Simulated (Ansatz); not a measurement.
## Ta3Cd2O8: relaxation (Ansatz)

Run with:

```bash
ansatz run input.yaml --threads 2 --pin off --max-ram 2560MiB --backend cpu --events-out ev --progress --plain --runs-dir out
```

The input file (Ansatz 0.2.0, plane waves):

```yaml
crystal:
  lattice:
    - [0.0, 5.978411, 0.0]
    - [5.561528, -2.989206, 0.0]
    - [1.695479, 0.0, -4.78522]
  atoms:
    - { symbol: Ta, position: [0.261, 0.0, 0.0] }
    - { symbol: Ta, position: [0.739, 0.0, 0.0] }
    - { symbol: O, position: [0.082, 0.164, 0.101] }
    - { symbol: O, position: [0.918, 0.836, 0.899] }
    - { symbol: Ta, position: [0.0, 0.0, 0.5] }
    - { symbol: O, position: [0.324, 0.182, 0.61] }
    - { symbol: O, position: [0.142, 0.818, 0.39] }
    - { symbol: O, position: [0.676, 0.818, 0.39] }
    - { symbol: O, position: [0.858, 0.182, 0.61] }
    - { symbol: Cd, position: [0.7202, 0.4404, 0.343] }
    - { symbol: Cd, position: [0.2798, 0.5596, 0.657] }
    - { symbol: O, position: [0.601, 0.202, 0.066] }
    - { symbol: O, position: [0.399, 0.798, 0.934] }
  symmetry: { tolerance: 0.0003 }
kpoints:
  mp_grid: { grid: [4, 4, 4], shift: [0, 0, 0] }
magnetization:
  spin_polarized: false
scf:
  occupations: { method: methfessel_paxton, width: 0.0548 }
  lower_state_search: "off"
hamiltonian:
  pseudopotentials: { kind: paw }
  xc: pbe
basis:
  ecutwfc: 420
  fft_grid_basis: typed
relax:
  max_steps: 40
  cell: { p_target: 0.0 }
  f_tol: 0.03
output:
  forces: true
  stress: true
  eigenvalues: true
  populations: true
  elf: true
  write_potential: true
  volumetric_format: npy
  dos:
    e_range: [-12, 8]
    de: 0.05
    projected: { site_lists: { Cd: [Cd], O: [O], Ta: [Ta] } }
  bader: false
checkpoint:
  read: saved_state
```

Origin of the cell: a known structure type with other elements, at an estimated volume, so it need not be a known compound.

The saved state is a converged single point of the same cell.

Steps («new basis» is an SCF on plane waves selected anew at the same cell):

```json
{"step": "1", "ΔF (meV/atom)": "0.0", "max force component (eV/Å)": "4.984", "P (GPa)": "45.93", "volume (Å³)": "159.10", "SCF iterations": "6", "step was": "accepted"}
{"step": "2", "ΔF (meV/atom)": "-300.7", "max force component (eV/Å)": "1.575", "P (GPa)": "9.52", "volume (Å³)": "177.60", "SCF iterations": "8", "step was": "accepted"}
{"step": "3", "ΔF (meV/atom)": "-335.5", "max force component (eV/Å)": "0.653", "P (GPa)": "0.94", "volume (Å³)": "183.04", "SCF iterations": "7", "step was": "accepted"}
{"step": "4", "ΔF (meV/atom)": "-341.1", "max force component (eV/Å)": "0.707", "P (GPa)": "-0.35", "volume (Å³)": "183.40", "SCF iterations": "7", "step was": "accepted"}
{"step": "5", "ΔF (meV/atom)": "-347.6", "max force component (eV/Å)": "0.212", "P (GPa)": "-1.77", "volume (Å³)": "182.97", "SCF iterations": "8", "step was": "accepted"}
{"step": "6", "ΔF (meV/atom)": "-350.4", "max force component (eV/Å)": "0.097", "P (GPa)": "-1.16", "volume (Å³)": "181.36", "SCF iterations": "7", "step was": "accepted"}
{"step": "7", "ΔF (meV/atom)": "-351.9", "max force component (eV/Å)": "0.075", "P (GPa)": "-0.03", "volume (Å³)": "179.55", "SCF iterations": "6", "step was": "accepted"}
{"step": "8", "ΔF (meV/atom)": "-352.1", "max force component (eV/Å)": "0.068", "P (GPa)": "0.01", "volume (Å³)": "179.33", "SCF iterations": "6", "step was": "accepted"}
{"step": "9", "ΔF (meV/atom)": "-352.1", "max force component (eV/Å)": "0.012", "P (GPa)": "0.01", "volume (Å³)": "179.36", "SCF iterations": "5", "step was": "accepted"}
{"step": "10", "ΔF (meV/atom)": "-363.9", "max force component (eV/Å)": "0.011", "P (GPa)": "1.29", "volume (Å³)": "179.36", "SCF iterations": "8", "step was": "new basis"}
{"step": "11", "ΔF (meV/atom)": "-363.9", "max force component (eV/Å)": "0.138", "P (GPa)": "-0.46", "volume (Å³)": "183.50", "SCF iterations": "7", "step was": "accepted"}
{"step": "12", "ΔF (meV/atom)": "-364.2", "max force component (eV/Å)": "0.023", "P (GPa)": "-0.05", "volume (Å³)": "183.76", "SCF iterations": "6", "step was": "accepted"}
{"step": "13", "ΔF (meV/atom)": "-364.2", "max force component (eV/Å)": "0.016", "P (GPa)": "0.01", "volume (Å³)": "183.97", "SCF iterations": "7", "step was": "accepted"}
{"step": "14", "ΔF (meV/atom)": "-365.7", "max force component (eV/Å)": "0.016", "P (GPa)": "0.05", "volume (Å³)": "183.97", "SCF iterations": "7", "step was": "new basis"}
{"step": "15", "ΔF (meV/atom)": "-365.6", "max force component (eV/Å)": "0.007", "P (GPa)": "0.05", "volume (Å³)": "184.44", "SCF iterations": "7", "step was": "accepted"}
{"step": "16", "ΔF (meV/atom)": "-365.5", "max force component (eV/Å)": "0.002", "P (GPa)": "-0.01", "volume (Å³)": "184.58", "SCF iterations": "6", "step was": "accepted"}
{"step": "17", "ΔF (meV/atom)": "-365.7", "max force component (eV/Å)": "0.002", "P (GPa)": "0.00", "volume (Å³)": "184.58", "SCF iterations": "6", "step was": "new basis"}
```

Before:

Space group C2/m (No. 12); the run's cell has a = 5.978 Å, b = 6.314 Å, c = 5.077 Å, α = 72.89°, β = 90.00°, γ = 118.26°. Shortest distances: O–Ta 1.91 Å, Cd–O 2.23 Å, O–O 2.37 Å, Ta–Ta 2.86 Å, Cd–Ta 3.40 Å, Cd–Cd 3.55 Å.

The relaxed structure.

Space group C2/m (No. 12); the run's cell has a = 6.128 Å, b = 6.801 Å, c = 5.276 Å, α = 72.30°, β = 90.00°, γ = 116.78°. Shortest distances: O–Ta 1.99 Å, Cd–O 2.26 Å, O–O 2.67 Å, Ta–Ta 2.68 Å.

```
CELL_PARAMETERS angstrom
0.00000 6.12822 0.00000
6.07113 -3.06411 0.03238
1.82298 0.00000 -4.95148
ATOMIC_POSITIONS crystal
Ta 0.28118 0.00000 0.00000
Ta 0.71882 0.00000 0.00000
O 0.09340 0.18680 0.10814
O 0.90660 0.81320 0.89186
Ta 0.00000 0.00000 0.50000
O 0.32271 0.19516 0.61272
O 0.12755 0.80484 0.38728
O 0.67729 0.80484 0.38728
O 0.87245 0.19516 0.61272
Cd 0.72439 0.44879 0.32701
Cd 0.27561 0.55121 0.67299
O 0.61088 0.22175 0.06491
O 0.38912 0.77825 0.93509
```

* Free energy lowered by: 365.7 meV/atom
* Volume change: 16.01 %
* Final pressure: 0.00 GPa
* Relaxation steps listed: 17

Caveats: no moments, though an odd count or open d shells may carry them; no spin-orbit coupling, though heavy elements are present; the k mesh is coarse if the cell is a metal; the relaxation held the start's symmetry, so the end may be a saddle point.

The run took 2.8 min on 2 threads of Arm Neoverse V2, with other jobs on the host, peak memory 0.67 GiB, from a saved density.
